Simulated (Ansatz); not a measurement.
Data:

Se (trigonal-Se type, space group P3_121)

```
Se
1.0
    4.53455     0.00000     0.00000
   -2.26727     3.92703     0.00000
    0.00000     0.00000     5.04146
Se
3
Direct
  0.21814   0.00000   0.83333
  0.00000   0.21814   0.16667
  0.78186   0.78186   0.50000
```

This relaxed cell (volume V₀) is scaled evenly in all directions, its shape held. The atoms relax within the cell's symmetry.

All values below come from PBE (plane waves to 420 eV, PAW, scalar-relativistic; Ansatz, an electronic-structure program). k mesh 8×8×7 (Γ-centred), Fermi-Dirac smearing 0.05 eV. The energy includes the smearing's −TS. Compression counts positive. With the shape held, the modulus is that of even scaling; a crystal free to change shape is softer. Se was relaxed with its symmetry unable to fall. ΔE is measured from the relaxed starting cell.

The scan covers V/V₀ from 0.900 to 1.100 in 9 points.

Problem. What is ΔE at V/V₀ = 1.100?

Solution. 11.1 meV/atom.

Problem. What is ΔE at V/V₀ = 0.900?

Solution. 15.2 meV/atom.

Problem. What pressure does the cell carry at V/V₀ = 0.900?

Solution. 1.79 GPa.

(A scan under strain: stresses follow from slopes of the energy per volume, elastic moduli from its curvatures.)
